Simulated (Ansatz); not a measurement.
**K$_{2}$Pd: do energies and stresses tell the same story?**

Level of theory: DFT r2SCAN, scalar-relativistic, plane waves, PAW (Ansatz 0.2.0).

Plane waves to 500 eV, a k mesh through Γ of 8×8×12 on the computed 3-atom cell and Gaussian smearing (0.10 eV); no spin polarisation.

Relaxed cell: P4/mmm, a = 5.708 Å, b = 5.708 Å, c = 3.403 Å, α = 90.00°, β = 90.00°, γ = 90.00°, 3 atoms in the primitive cell. Whether it is the stable form of this composition wasn't checked.

Energies at zero smearing and pressures from the stress tensor, at volumes with shape and atoms relaxed:
```
V (Å³/atom) E − E(first) (meV/atom) P (GPa)
     34.735                     0.00    0.947
     35.843                    -4.62    0.405
     36.952                    -6.01   -0.004
     38.060                    -4.60   -0.393
     39.169                    -1.31   -0.649
```

Question: Check P = −dE/dV between neighbouring volumes, and get the bulk modulus from the pressures alone.

Answer: With 1 eV/Å³ = 160.2 GPa:
```csv
middle V (Å³/atom),−ΔE/ΔV (GPa),mean P (GPa)
35.289,0.668,0.676
36.397,0.201,0.201
37.506,-0.204,-0.198
38.614,-0.475,-0.521
```

The two differ by 0.046 GPa at most. The mean of two end pressures misses the average over a step by about ΔV² P″/12, up to 0.022 GPa here; with that taken off 0.068 GPa remains, from the smearing term (the stress is the derivative of the free energy), the finite cutoff, the mesh or the relaxation's tolerance. Around V = 36.952 Å³/atom, the two neighbours give B = −V ΔP/ΔV = 36.952 × 0.798 / 2.217 = 13.3 GPa, against B0 = 12.7 GPa from the Birch–Murnaghan fit of the energies.

Cost: 6 runs of about 15 core-minutes in all, on Arm Neoverse V2 (shared hosts).